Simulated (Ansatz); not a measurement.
CoO (rock salt)

```xyz
2
Lattice="0.0000 2.1239 2.1239 2.1239 0.0000 2.1239 2.1239 2.1239 0.0000" Properties=species:S:1:pos:R:3 pbc="T T T"
O      0.0000     0.0000     0.0000
Co     2.1239     2.1239     2.1239
```

The slice is a {110} plane (indices of the conventional cell) through the point (0.000, 0.000, 0.000) (fractional), spanned by u = [100] and v = [1 -1 -1] in vectors of this cell: u (3.00 Å) and v (4.25 Å, at 90° to u). It covers one period; positions are fractions (u, v).

Calculation: PBE (plane waves to 420 eV, PAW, scalar-relativistic; Ansatz, a first-principles code). k mesh 19×19×19. These are valence fields of a PAW run, semicore shells included where kept as valence: close to a nucleus they are smooth pseudo fields. CoO is run spin-polarised and with no Hubbard U; the real compound is an antiferromagnetic insulator, a state that this run doesn't describe. CoO was relaxed with its symmetry unable to fall. Relaxed CoO ends ferromagnetic. Other magnetic orders were not checked, so this need not be the ground state.

What is the valence density on the shortest O–Co line in this plane (2.12 Å), at its midpoint?

0.42 e/Å³.

What is the ELF at the midpoint of the shortest O–Co line in this plane (2.12 Å)?

0.13.

Sketch the electron localisation function (ELF) on this plane as a map.


```
v \ u  0.00  0.15  0.30  0.45  0.60  0.75  0.90
-----  ----  ----  ----  ----  ----  ----  ----
0.86   0.82  0.76  0.33  0.08  0.10  0.51  0.80
0.71   0.08  0.09  0.09  0.06  0.07  0.10  0.09
0.57      x  0.57  0.15  0.09  0.09  0.24  0.78
0.43      x  0.57  0.15  0.09  0.09  0.24  0.78
0.29   0.08  0.09  0.09  0.06  0.07  0.10  0.09
0.14   0.82  0.76  0.33  0.08  0.10  0.51  0.80
0.00      x  0.77  0.59  0.10  0.17  0.76     x
```

Values: electron localisation function (ELF). Points within 0.4 Å of a nucleus are blanked (x), as the pseudised field means little there.
